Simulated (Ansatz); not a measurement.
AlN:
```cif
data_Al4N4
_chemical_formula_sum 'Al4 N4'
_space_group_name_H-M_alt 'P63mc'
_space_group_IT_number 186
_space_group_name_Hall 'P 6c -2c'
_cell_length_a 3.10338
_cell_length_b 3.10338
_cell_length_c 10.04924
_cell_angle_alpha 90.000
_cell_angle_beta 90.000
_cell_angle_gamma 120.000
loop_
_atom_site_label
_atom_site_type_symbol
_atom_site_symmetry_multiplicity
_atom_site_Wyckoff_symbol
_atom_site_fract_x
_atom_site_fract_y
_atom_site_fract_z
_atom_site_occupancy
Al1 Al 2 a 0.00000 0.00000 0.00146 1
Al2 Al 2 b 0.33333 0.66667 0.25036 1
N1 N 2 a 0.00000 0.00000 0.31192 1
N2 N 2 b 0.33333 0.66667 0.06190 1
```

Relaxed with PBEsol.

Problem. Give the optical modes at the zone centre with their infrared activity from DFPT, DFT-PBEsol in the program Ansatz with PAW potentials.

Solution. Transverse frequencies, without the LO–TO term; a row sums one degenerate level.

```csv
ω (cm⁻¹),degeneracy,IR ((D/Å)²/amu),activity,symmetry
162,2,0.00,IR-inactive,E2
170,2,0.00,IR-inactive,E2
228,2,0.01,IR,E1
348,1,0.00,IR-inactive,B1
358,1,0.00,IR-inactive,B1
555,1,2.97,IR,A1
632,1,64.89,IR,A1
645,2,3.85,IR,E1
646,2,0.00,IR-inactive,E2
653,2,0.00,IR-inactive,E2
655,2,125.09,IR,E1
715,1,0.50,IR,A1
814,1,0.00,IR-inactive,B1
824,1,0.00,IR-inactive,B1
```

Problem. How high does the top mode go among those that the LO–TO term moves?

Solution. 887 cm⁻¹ for q along x, 887 cm⁻¹ for q along y, 875 cm⁻¹ for q along z.

Space group P6_3mc. A made-up cell: these elements were put on the sites of a structure type. Its sites differ from those of the usual phase in this space group: another stacking or structure type. The PBEsol relaxation kept the symmetry of its start; of distortions, only those at the zone centre were tested.

Potentials: the later of the program's two PAW sets.
